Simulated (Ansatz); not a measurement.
### Question
Tc (hcp (Mg type), P6_3/mmc) is relaxed with r²SCAN+D4 (plane waves, PAW; program Ansatz). What lattice parameters of the conventional cell result?

### Answer
a = 2.731 Å, c = 4.372 Å.

Symmetry was held in the r²SCAN+D4 relaxation. The run is not spin-polarised. The pairwise dispersion correction was not fitted to metals. Axis ratios of metals converge slowly with the k-mesh, so a and c are less sure than the volume.

Potentials: the later of the program's two PAW sets.
